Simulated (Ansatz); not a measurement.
TaC (rock salt)

```yaml
crystal:
  lattice:
    - [0.00000, 2.23794, 2.23794]
    - [2.23794, 0.00000, 2.23794]
    - [2.23794, 2.23794, 0.00000]
  atoms:
    - { symbol: C, position: [0.00000, 0.00000, 0.00000] }
    - { symbol: Ta, position: [0.50000, 0.50000, 0.50000] }
```

The slice is a {111} plane (indices of the conventional cell) through the point (0.500, 0.500, 0.500) (fractional), spanned by u = [100] and v = [-1 2 0] in vectors of this cell: u (3.16 Å) and v (5.48 Å, at 90° to u). It covers one period; positions are fractions (u, v).

These are PBE (plane waves to 420 eV, PAW, scalar-relativistic; Ansatz, an electronic-structure program) values and carry that method's errors. k mesh 18×18×18. Near the nuclei the fields are pseudised (PAW); where an atom keeps semicore shells as valence, they peak there. Spin-orbit coupling is left out, though Ta is heavy. TaC is run without spin polarisation. TaC was relaxed with its symmetry unable to fall. The PAW data are Ansatz's earlier set.

Task: Predict the map of the valence electron density on the slice.

Result: 
```
|99973100013799|
|99852000002589|
|87531000001357|
|43210000000123|
|11000000000001|
|00000000000000|
|00000011100000|
|00001234321000|
|00013578753100|
|00025899985200|
|00137999997310|
|00148998998410|
|00137999997310|
|00025899985200|
|00013578753100|
|00001234321000|
|00000011100000|
|00000000000000|
|11000000000001|
|43210000000123|
|87531000001357|
|99852000002589|
|99973100013799|
|89984100014899|
```
Scale: ten equal steps from -0.62 (start of '0') to 0.67 (end of '9'), in the order '0123456789'. Values: log₁₀ of the valence density in e/Å³. The map has 14 points along u (one character each, u = 0 at the left) and 24 along v (v = 0 in the bottom row). The scale is logarithmic, as a density can span decades between atoms and voids.
